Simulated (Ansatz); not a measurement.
## Does relaxation matter for the field gradients of MgO with Sr replacing Mg?

Start: a supercell of MgO (rock salt type, Fm-3m) built from a measured structure from the Crystallography Open Database (COD) (the entry's cell lengths or inner coordinates differ somewhat from later room-temperature determinations), with all atoms left at the host's positions.

Space group Fm-3m (No. 225); a = 12.6510 Å.

```
site  Wyckoff  site symmetry       x       y       z
  Sr       4a           m-3m  0.0000  0.0000  0.0000
 Mg2      48h           m.m2  0.1667  0.1667  0.0000
 Mg5      32f            .3m  0.3333  0.1667  0.1667
Mg15      24e           4m.m  0.5000  0.5000  0.3333
 O28      32f            .3m  0.1667  0.1667  0.1667
 O30      24e           4m.m  0.5000  0.5000  0.1667
 O32      48i           m.m2  0.5000  0.3333  0.3333
 O41       4b           m-3m  0.5000  0.5000  0.5000
```

One atom of each set is listed; the run and its k-mesh use a cell of 54 atoms with edges of 8.95, 8.95, 8.95 Å.

Computed with Ansatz: DFT, PBE, plane waves and PAW, scalar-relativistic, 420 eV cutoff, Γ-centred 3×3×3 k-points, Fermi–Dirac smearing 0.01 eV.

The largest force at the start is 4.4 eV/Å. Relaxing the ions at fixed cell moves them by 0.170 Å at most (atom 30, O) and 0.061 Å rms.

| site | moved (Å) | first shell before | first shell after | V_zz before (10²¹ V/m²) | η before |
| --- | --- | --- | --- | --- | --- |
| Sr | 0.000 | 6 O at 2.11 Å | 6 O at 2.28 Å | 0.00 | – |
| Mg2 | 0.043 | 6 O at 2.11 Å | 6 O at 2.08–2.14 Å | -0.072 | 0.61 |
| Mg15 | 0.027 | 6 O at 2.11 Å | 6 O at 1.97–2.11 Å | -0.26 | 0.00 |
| O28 | 0.001 | 6 Mg at 2.11 Å | 6 Mg at 2.11 Å | 0.18 | 0.00 |
| O30 | 0.170 | 5 Mg at 2.11 Å, 1 Sr at 2.11 Å | 5 Mg at 1.97–2.14 Å, 1 Sr at 2.28 Å | -4.37 | 0.00 |
| O32 | 0.001 | 6 Mg at 2.11 Å | 6 Mg at 2.08–2.11 Å | -0.094 | 0.51 |

Task: How do the gradients change?

Result: 

```csv
site,V_zz after,η after,change of V_zz
Sr,0.00,–,0.00
Mg2,-0.38,0.94,-0.31
Mg15,-1.23,0.00,-0.97
O28,0.21,0.00,+0.03
O30,-3.87,0.00,+0.50
O32,-1.14,0.19,-1.04
```

The largest change of V_zz is on O32, from -0.094 to -1.14. Small gradients that grow severalfold: Mg15 (-0.26 to -1.23). In per cent, |V_zz| changes by -11 on O (all sites that start above 0.5). Other sites with |V_zz| of 0.02 or less aren't listed.

The defect repeats with the cell of 54 atoms, so it feels its images: sites between two images don't show the values beside a lone defect, and zeros or small values of η there can come from the images' arrangement. Without spin–orbit coupling (the program notes it for Sr) the gradients are little affected as a rule: paired runs on crystals with a gap mostly move them by under 2 % at such atoms.
Before: The cell keeps the host's lattice, where the PBE pressure is 11 GPa. The neighbours have not yet relaxed around the defect (largest force 4.4 eV/Å), so the values at and beside it are those of a strained start, not of the defect in a real crystal.
After: The relaxation keeps the site symmetry m-3m of the start, so the impurity can't leave its site; a start off the site could end lower. The cell keeps the host's lattice, where the PBE pressure is 10 GPa.
